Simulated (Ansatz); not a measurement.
Given:

ZnS (wurtzite, P6_3mc), a = b = 3.7823 Å, c = 6.2076 Å, α = β = 90.00°, γ = 120.00°.

This is the PBEsol-relaxed structure.

Question: All from PBEsol in the plane-wave PAW code Ansatz, unless another level is named. Give the electronic dielectric constant ε∞ (DFPT).

Answer: 5.97 (xx = yy), 6.16 (zz).

Question: Predict the Born charges (a third of the trace).

Answer: Zn +1.92, S -1.92 e.

The PBEsol relaxation kept the symmetry of its start.

Potentials: the earlier of the program's two PAW sets. The files were generated under PBE; for other functionals the program regenerates the frozen cores, and for LDA and PBEsol the local potential too.
